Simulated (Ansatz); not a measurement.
Ir: from a starting cell to a relaxed one

The start is a relaxed Ir cell, doubled along one cell vector, shaken by Gaussian noise of σ = 0.08 Å a coordinate. Cell shape, volume and atoms are optimised at zero target pressure with PBE (plane waves to 420 eV, PAW, scalar-relativistic; Ansatz, an electronic-structure program). The first steps use a coarse 9×9×5 k-mesh.

The start:
```
Ir
1.0
    3.73235     0.00000     0.00000
    0.00000     3.73235     0.00000
    0.00000     0.00000     7.46471
Ir
6
Direct
  0.01193   0.51156   0.23509
  0.00167   0.53266   0.74169
  0.48762   0.99232   0.24870
  0.48387   0.03597   0.75861
  0.50367   0.48862   0.00395
  0.53198   0.49170   0.50032
```

```yaml
largest_initial_force: 1.22 eV/Å, on Ir4 (atoms numbered as listed)
volume_change: +0.7 %, from 17.33 to 17.45 Å³/atom
Shortest distances (start → end): "The closest pairs of elements (up to four, under 3.6 Å), start → end: Ir–Ir 2.49 → 2.49 Å"
optimiser_moves: 10
```

Final values are on a 13×13×13 k-mesh of the relaxed cell. No spin polarisation in the result.

The relaxed structure here is a generated cell of Ir: the first start was made by a random draw of sites in a space group, and the end was not matched to a known phase here, so it may be hypothetical. Known forms of Ir include space group No. 225.
